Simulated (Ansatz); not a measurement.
# Kick test of a cell of NaBe4Hg

The structure comes from a generated guess, relaxed at this level; another structure or a mixture of phases may lie lower.

Method: Ansatz, DFT PBE, scalar-relativistic, plane waves, PAW. Settings: cutoff 420 eV, Γ-centred mesh 14×14×4 on the computed 6-atom cell, Gaussian smearing of 0.10 eV; no spin polarisation.

The cell below (6 atoms, space group P4mm (No. 99)) is relaxed within its symmetry.

```
Na Be Hg
1.0
     2.78441    0.00000    0.00000
     0.00000    2.78441    0.00000
     0.00000    0.00000   10.32552
Na Be Hg
1 4 1
Direct
  0.50000 0.50000 0.53414
  0.00000 0.00000 0.97769
  0.50000 0.50000 0.08952
  0.00000 0.00000 0.75534
  0.50000 0.50000 0.86269
  0.00000 0.00000 0.28062
```

For the test a repeat of it with 12 atoms (edges 2.78, 2.78, 20.65 Å) was strained at random (σ = 1.5 % a component), the atoms were moved at random (σ = 0.05 Å), and all was relaxed again on a coarse 8×8×1 mesh (in the run’s order of axes) with 0.20 eV smearing, with no symmetry imposed.

These runs have no spin–orbit coupling, which can matter for Hg.

Q: What happens?

A: It returns, within 1 meV/atom of the unmoved cell on that mesh and with the same symmetry when read at 0.1 Å (Pm at 0.01 Å, so small strains and shifts remain). So it is stable against the distortions that fit this cell and that this random move excites. Modes that don't fit the cell aren't tested.
